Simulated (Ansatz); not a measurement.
# MnSi: pressure against volume

MnSi, P2_13, a = 4.471 Å. Ansatz: PBEsol, PAW, 420 eV, Γ-centred 8×8×8 mesh on 8 atoms, Gaussian smearing 0.10 eV; collinear spin, largest moment 0.9 μB. Shape and atoms are relaxed at each volume; pressure is positive in compression.

| V (Å³/atom) | P (GPa) |
| --- | --- |
| 10.500 | ? |
| 10.835 | 7.16 |
| 11.170 | 0.00 |
| 11.505 | -6.14 |
| 11.840 | -11.43 |

Take V0 = 11.170 Å³/atom, fit the third-order Birch–Murnaghan form to the other rows, and predict the missing pressure.

With the Eulerian strain f = ½[(V0/V)^(2/3) − 1] and y = P/[3f(1 + 2f)^(5/2)], the form is the line y = B0 + 1.5 B0 (B0′ − 4) f. Rows (f, y): 0.01025, 221.3; -0.00975, 220.5; -0.01905, 220.4. Means f = -0.006183, y = 220.73; Σ(Δf)² = 0.0004483, ΣΔfΔy = 0.01443; the slope is their ratio. y = 220.9 + 32.19 f GPa, so B0 = 220.9 GPa and B0′ = 4 + 2 × (32.19)/(3 × 220.9) = 4.10. At V = 10.500, f = 0.02105, y = 221.58 and P = 15.51 GPa. The run gave 15.57 GPa, so the fit is 0.06 GPa too low, a small miss on the scale of the series. The form still works here, 33 % of the fitted range beyond its end. Note that the largest moment runs from 0.77 to 0.99 μB along the series.

The largest moment runs from 0.77 to 0.99 μB along the series, so B0 and B0′ hold the change of the moment too.

Only parallel moments were tried here.

Cost: 5 runs of about 5.6 core-minutes in all, on Intel Xeon 6975P-C (Granite Rapids) (shared hosts).